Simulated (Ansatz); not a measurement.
System: NiO, 4 atoms in the cell.

Theory: PBE, all-electron LAPW, point nucleus (Ansatz).

k-mesh 4×4×4 Γ-centred; Fermi–Dirac smearing of 0.05 eV; starting moments Ni1 2, Ni2 -2 μB.

```
CELL_PARAMETERS angstrom
4.17000 2.08500 2.08500
2.08500 4.17000 2.08500
2.08500 2.08500 4.17000
ATOMIC_POSITIONS crystal
Ni 0.00000 0.00000 0.00000
Ni 0.50000 0.50000 0.50000
O 0.25000 0.25000 0.25000
O 0.75000 0.75000 0.75000
```

Is the cell under compression or tension, and by how much?

The pressure is 3.69 GPa, so at these settings the cell is compressed and would expand.

The k-mesh is modest, so these values aren't fully converged in k. One magnetic order was tried; another may lie lower.
